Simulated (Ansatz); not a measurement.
SrVO$_{3}$ (cubic perovskite)

```xyz
5
Lattice="3.8407 0.0000 0.0000 0.0000 3.8407 0.0000 0.0000 0.0000 3.8407" Properties=species:S:1:pos:R:3 pbc="T T T"
Sr     0.0000     0.0000     0.0000
V      1.9203     1.9203     1.9203
O      0.0000     1.9203     1.9203
O      1.9203     1.9203     0.0000
O      1.9203     0.0000     1.9203
```

The slice is a {100} plane (indices of the conventional cell) through the point (0.500, 0.000, 0.500) (fractional), spanned by u = [100] and v = [010] in vectors of this cell: u (3.84 Å) and v (3.84 Å, at 90° to u). It covers one period; positions are fractions (u, v).

These are r2SCAN (plane waves to 500 eV, PAW, scalar-relativistic; Ansatz, an electronic-structure program) values and carry that method's errors. k mesh 12×12×12. These are valence fields of a PAW run, semicore shells included where kept as valence: close to a nucleus they are smooth pseudo fields. Relaxed SrVO3 ends ferromagnetic. SrVO3 is run spin-polarised and with no Hubbard U. SrVO3 was relaxed with its symmetry unable to fall. The magnetic order is the one the run started from; other orders were not tried.

**Question.** What is the valence density on the shortest V–O line in this plane (1.92 Å), at its midpoint?

**Answer.** 0.73 e/Å³.

**Question.** What is the ELF at the midpoint of the shortest V–O line in this plane (1.92 Å)?

**Answer.** 0.19.

**Question.** Sketch the ELF of the up spins on this plane as a map.

**Answer.** 
| v \ u | 0.00 | 0.09 | 0.19 | 0.28 | 0.38 | 0.47 | 0.56 | 0.66 | 0.75 | 0.84 | 0.94 |
|---|---|---|---|---|---|---|---|---|---|---|---|
| 0.88 | 0.78 | 0.81 | 0.69 | 0.21 | 0.04 | 0.05 | 0.04 | 0.05 | 0.38 | 0.77 | 0.80 |
| 0.75 | 0.17 | 0.16 | 0.12 | 0.10 | 0.38 | 0.64 | 0.59 | 0.25 | 0.09 | 0.14 | 0.16 |
| 0.62 | 0.67 | 0.64 | 0.20 | 0.34 | 0.81 | 0.80 | 0.81 | 0.75 | 0.15 | 0.37 | 0.67 |
| 0.50 | x | x | 0.28 | 0.43 | 0.78 | x | x | 0.81 | 0.17 | 0.51 | x |
| 0.38 | 0.67 | 0.64 | 0.20 | 0.34 | 0.81 | 0.80 | 0.81 | 0.75 | 0.15 | 0.37 | 0.67 |
| 0.25 | 0.17 | 0.16 | 0.12 | 0.10 | 0.38 | 0.64 | 0.59 | 0.25 | 0.09 | 0.14 | 0.16 |
| 0.12 | 0.78 | 0.81 | 0.69 | 0.21 | 0.04 | 0.05 | 0.04 | 0.05 | 0.38 | 0.77 | 0.80 |
| 0.00 | x | x | 0.81 | 0.49 | 0.05 | 0.01 | 0.02 | 0.13 | 0.65 | 0.83 | x |

Values: ELF of the up spins. Points within 0.4 Å of a nucleus are blanked (x), as the pseudised field means little there.
